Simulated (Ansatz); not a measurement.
The start is a randomly generated symmetric cell of WSe2 (space group No. 65). A full variable-cell relaxation at zero pressure is run with r2SCAN (plane waves to 500 eV, PAW, scalar-relativistic; Ansatz, a program for electronic structure). First-step values are on the input's coarse k-mesh.

Ansatz input (later rounds restart from its end on a renewed k-mesh):
Ansatz 0.2 input:
```yaml
crystal:
  lattice:
    - [2.2929296, -2.446308, 0]
    - [2.2929296, 2.446308, 0]
    - [0, 0, 6.3330854]
  atoms:
    - { symbol: Se, position: [0, 0.5, 0] }
    - { symbol: Se, position: [0.5, 0, 0] }
    - { symbol: W, position: [0, 0, 0.5] }
basis: { ecutwfc: 500, ecutrho_ratio: 4, xc_grid: 4, fft_grid_basis: typed }
kpoints: { mp_grid: { grid: [7, 7, 4] } }
hamiltonian:
  xc: r2scan
  dispersion: none
  pseudopotentials: { kind: paw }
scf: { occupations: { method: fermi_dirac, width: 0.05 } }
relax: { f_tol: 0.01, max_steps: 100, cell: { stress_tol: 0.02 } }
output: { forces: true, stress: true }
```

What pressure does the first self-consistent step give?

+6 GPa (positive: the cell is compressed).

Does the structure survive the relaxation? Give the final space group.

The space group goes from Cmmm (No. 65) to P4/mmm (No. 123), with 3 atoms in the primitive cell.

By how much does the energy per atom fall from start to end?

2.22 to 2.24 eV/atom (the two k-meshes of the run give this range).

How does the volume per atom move from start to end?

-16.2 %, from 23.68 to 19.85 Å³/atom.

What band gap does the relaxed structure have at this level?

No gap (metallic).

Final values are on a 11×11×15 k-mesh of the relaxed cell. No spin polarisation in the result.

The run could not lower the symmetry of its start; a shaken copy of this end point relaxes with r2SCAN to Cmc2₁ (No. 36), 0.69 eV/atom lower.

The relaxed structure here is a generated cell of WSe2: the first start was made by a random draw of sites in a space group, and the end was not matched to a known phase here, so it may be hypothetical. Known forms of WSe2 include space group No. 194.
